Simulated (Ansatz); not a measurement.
Theory: DFT PBE, scalar-relativistic, plane waves, PAW (Ansatz 0.2.0). All cells share a 420 eV cutoff and Γ-centred k meshes spaced at most about 0.3 Å⁻¹ (about 0.25 or finer for metals, 2π included). Collinear spin in cells that started with moments and kept them past the coarse steps, no spin elsewhere.

These are static total energies at zero pressure.

Two forms of ZrSc3F2 were relaxed alike.

1. (no spin)

```cif
data_structure
_symmetry_space_group_name_H-M 'Pmmm'
_symmetry_Int_Tables_number 47
_cell_length_a 2.9699
_cell_length_b 5.2618
_cell_length_c 8.2488
_cell_angle_alpha 90.000
_cell_angle_beta 90.000
_cell_angle_gamma 90.000
_cell_volume 128.91
loop_
_atom_site_label
_atom_site_type_symbol
_atom_site_symmetry_multiplicity
_atom_site_Wyckoff_symbol
_atom_site_fract_x
_atom_site_fract_y
_atom_site_fract_z
_atom_site_occupancy
Zr1 Zr 1 b 0.50000 0.00000 0.00000 1
Sc1 Sc 2 q 0.00000 0.00000 0.32576 1
Sc2 Sc 1 e 0.00000 0.50000 0.00000 1
F1 F 2 p 0.50000 0.77990 0.50000 1
```

2. (site moments Zr 0.2; Sc 0.1 (×3) μB)

```cif
data_structure
_symmetry_space_group_name_H-M 'P6/mmm'
_symmetry_Int_Tables_number 191
_cell_length_a 6.6020
_cell_length_b 6.6020
_cell_length_c 2.7794
_cell_angle_alpha 90.000
_cell_angle_beta 90.000
_cell_angle_gamma 120.000
_cell_volume 104.91
loop_
_atom_site_label
_atom_site_type_symbol
_atom_site_symmetry_multiplicity
_atom_site_Wyckoff_symbol
_atom_site_fract_x
_atom_site_fract_y
_atom_site_fract_z
_atom_site_occupancy
Zr1 Zr 1 a 0.00000 0.00000 0.00000 1
Sc1 Sc 3 g 0.50000 0.00000 0.50000 1
F1 F 2 c 0.33333 0.66667 0.00000 1
```

Question: Which would you expect to be lower, and how large is the difference?

Answer: Cell 1 is lower, by 12 meV/atom. Cell 1 has space group Pmmm (No. 47), 21.5 Å³/atom and no gap on its mesh; cell 2 has space group P6/mmm (No. 191), 17.5 Å³/atom and no gap. Counting F atoms around Sc and Zr (those within 1.25 times the shortest such distance or 1.15 times the sum of covalent radii, 1.27 where that leaves under three; a plus sign parts nearer from farther groups; the shortest distance is added where it exceeds 1.18 times the sum of covalent radii; a slash parts the counts of unlike sites), cell 1 has Zr 4+8 from 4.3 Å, Sc 4/8 from 4.6 Å and cell 2 has Zr 6+12 from 3.8 Å, Sc 4. Their magnetic states differ too. The lower one is the more open, so pressure narrows the difference. In cell 1, around Zr lie 2 Zr at 2.97 Å and 8 Sc at 3.02–3.07 Å; Sc on a site of symmetry mm2 is surrounded by 4 F at 2.37 Å, 3 Sc at 2.87–2.97 Å and 2 Zr at 3.07 Å; F has 1 F at 2.32 Å, 4 Sc at 2.37 Å and 3 F at 2.95–2.97 Å; 1 more site not described. In cell 2, around Zr lie 2 Zr at 2.78 Å and 12 Sc at 3.58 Å; around Sc lie 4 F at 2.36 Å, 2 Sc at 2.78 Å, 4 Sc at 3.30 Å and 4 Zr at 3.58 Å; around F lie 6 Sc at 2.36 Å and 2 F at 2.78 Å. Both come from invented guesses. A third cell relaxed alike, in P4mm, lies 0.31 eV/atom below the lower of the two.

The k mesh leaves some 4 meV/atom of noise in the energy of each metallic cell. In Pmmm an odd number of electrons in the primitive cell allows no gap without spin; a larger cell or a magnetic state could open one. Another magnetic order may lie lower. Cells relaxed within their symmetry can be saddle points.
